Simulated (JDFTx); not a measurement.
# Double layer at TiC(100)

- surface: TiC(100), C/Ti outermost, slab composition Ti4C4
- bulk: TiC, Fm-3m, lattice of mp-631 (not re-optimised)
- slab: 8 atoms in 4 planes, 1x1, 6.6 Å between the outermost planes
- in-plane cell: 3.063 × 3.063 Å, 9.38 Å²
- cell height: 22.5 Å
- sampling: 8×8×1 k mesh, Fermi smearing 0.01 Ha, no spin polarisation

Whether this polymorph is the ambient one wasn't checked. Neither spin polarisation nor a larger cell was tried.

Computed with JDFTx (a modified build): PBE, GBRV ultrasoft potentials, plane waves to 20/100 Ha. Outer atoms relaxed in vacuum, keeping the start's symmetry. The same nuclei were then put into each liquid, at zero charge and at set potentials or charges. This is a symmetric, unreconstructed model surface, and the continuum liquid cannot react with it. U vs SHE = −μ/e − 4.44 V throughout (conventional absolute potential of the hydrogen electrode). Convergence in thickness and k mesh wasn't tested for this slab.

In vacuum the work function is 4.45 eV, which would put the uncharged electrode at 0.01 V vs SHE if the liquid did nothing. Each liquid moves the Fermi level of the neutral slab, now counted from the bulk liquid: CANDLE, water, 0.5 M KF by 0.41 eV, to a potential of zero charge of -0.39 V; nonlinear PCM (GLSSA13), water, 0.5 M KF by 0.79 eV, to a potential of zero charge of -0.78 V. The models of water differ by 0.38 V among themselves.

Charging:

```json
[
 {"liquid": "CANDLE, water", "U − U_pzc (V)": "0.14", "σ (μC/cm²)": "1.6", "σ/(U − U_pzc) (μF/cm²)": "11", "Δγ (mJ/m²)": "-1"},
 {"liquid": "CANDLE, water", "U − U_pzc (V)": "0.49", "σ (μC/cm²)": "5.4", "σ/(U − U_pzc) (μF/cm²)": "11", "Δγ (mJ/m²)": "-13"},
 {"liquid": "CANDLE, water", "U − U_pzc (V)": "0.69", "σ (μC/cm²)": "7.6", "σ/(U − U_pzc) (μF/cm²)": "11", "Δγ (mJ/m²)": "-26"},
 {"liquid": "CANDLE, water", "U − U_pzc (V)": "0.89", "σ (μC/cm²)": "9.8", "σ/(U − U_pzc) (μF/cm²)": "11", "Δγ (mJ/m²)": "-44"},
 {"liquid": "CANDLE, water", "U − U_pzc (V)": "1.35", "σ (μC/cm²)": "15.0", "σ/(U − U_pzc) (μF/cm²)": "11", "Δγ (mJ/m²)": "-100"},
 {"liquid": "nonlinear PCM (GLSSA13), water", "U − U_pzc (V)": "-0.32", "σ (μC/cm²)": "-4.7", "σ/(U − U_pzc) (μF/cm²)": "15", "Δγ (mJ/m²)": "-8"},
 {"liquid": "nonlinear PCM (GLSSA13), water", "U − U_pzc (V)": "0.13", "σ (μC/cm²)": "1.9", "σ/(U − U_pzc) (μF/cm²)": "15", "Δγ (mJ/m²)": "-1"},
 {"liquid": "nonlinear PCM (GLSSA13), water", "U − U_pzc (V)": "0.28", "σ (μC/cm²)": "4.2", "σ/(U − U_pzc) (μF/cm²)": "15", "Δγ (mJ/m²)": "-6"}
]
```

The mean capacitance runs from 11 to 15 μF/cm². Δγ, the grand free energy per area against the neutral surface, is negative throughout, since charging at a held potential lowers it. The cavity function reaches one half at 3.0 Å (CANDLE, water), 2.0 Å (nonlinear PCM (GLSSA13), water) above the top atoms; the models define their cavities differently. No specific adsorption of ions or solvent is in these numbers.
